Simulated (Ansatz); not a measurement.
Relaxed LaOF (space group R-3m):

```
LaOF
1.0
    1.98840     1.14800     6.60909
   -1.98840     1.14800     6.60909
    0.00000    -2.29601     6.60909
La O F
2 2 2
Direct
  0.74234   0.74234   0.74234
  0.25766   0.25766   0.25766
  0.62276   0.62276   0.62276
  0.37724   0.37724   0.37724
  0.87072   0.87072   0.87072
  0.12928   0.12928   0.12928
```

A phonon eigenvector at Γ is frozen into this cell: atom i moves by Q times the vector below, so Q is the largest atomic displacement, in Å. The cell is held. It is one choice among 2 degenerate patterns.

| atom | x | y | z |
|---|---|---|---|
| La1 | 0.000 | 0.167 | 0.000 |
| La2 | 0.000 | 0.167 | 0.000 |
| O3 | 0.000 | -0.263 | 0.000 |
| O4 | 0.000 | -0.263 | 0.000 |
| F5 | 0.000 | -1.000 | 0.000 |
| F6 | 0.000 | -1.000 | 0.000 |

The numbers are results of LDA (plane waves to 420 eV, PAW, scalar-relativistic; Ansatz, a first-principles code), not measurements. k mesh 10×10×10 (Γ-centred), Fermi-Dirac smearing 0.05 eV. LaOF is run without spin polarisation. LaOF was relaxed with its symmetry unable to fall. 

```csv
Q (Å),−dE/dQ from forces (eV/Å)
-0.180,1.707
-0.150,1.398
-0.120,1.103
-0.090,0.818
-0.060,0.541
-0.030,0.269
0.000,0.000
0.030,-0.269
0.060,-0.541
0.090,-0.818
0.120,-1.103
0.150,-1.398
0.180,-1.707
```

Question: What harmonic wavenumber does the curvature at Q = 0 give?

Answer: 225 cm⁻¹. E″ = 8.96 eV/Å², M = Σ mᵢ|uᵢ|² = 48.0 u, ν̃ = 521.5·√(|E″|/M).

(A displaced cell: forces are minus the slopes of the energy, force constants its curvatures, and phonons follow from these.)
